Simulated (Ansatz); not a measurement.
NbSi:
```xyz
2
Lattice="0.0000 2.5737 2.5737 2.5737 0.0000 2.5737 2.5737 2.5737 0.0000" Properties=species:S:1:pos:R:3 pbc="T T T"
Si     0.0000     0.0000     0.0000
Nb     2.5737     2.5737     2.5737
```

Relaxed with PBE. Special points in fractions of this cell's reciprocal vectors: Γ (0.000, 0.000, 0.000); X (0.500, 0.000, 0.500); U (0.625, 0.250, 0.625); K (0.375, 0.375, 0.750); L (0.500, 0.500, 0.500); W (0.500, 0.250, 0.750).

### Question
List the band energies nearest the Fermi level at these points for plane-wave PAW PBE (Ansatz code).

### Answer
In eV from the Fermi level; about four levels below and three above (degenerate sets whole), none deeper than 8.9 eV; points with the same levels are listed once.

| k | below | above |
|---|---|---|
| Γ | -1.29 -1.29 -1.29 -0.75 -0.75 | 2.37 2.37 2.37 |
| X | -3.54 -3.21 -0.01 -0.01 | 0.31 1.92 1.92 |
| U | -4.03 -3.59 -2.13 -0.08 | 1.44 2.51 3.12 |
| L | -7.28 -5.95 -3.24 -3.24 | 1.25 1.25 2.48 |
| W | -7.85 -3.57 -3.57 -3.13 | 1.55 1.55 1.89 |

Space group Fm-3m (rock salt). The cell is a constructed one: a structure type filled with these elements; neither database checked (COD, Materials Project) lists it. Whether it is the stable phase at ambient conditions was not checked. The PBE relaxation kept the symmetry of its start; whether a distortion lowers the energy is not shown. The run is not spin-polarised. Spin–orbit coupling is left out wherever it is not named.

Potentials: the later of the program's two PAW sets.
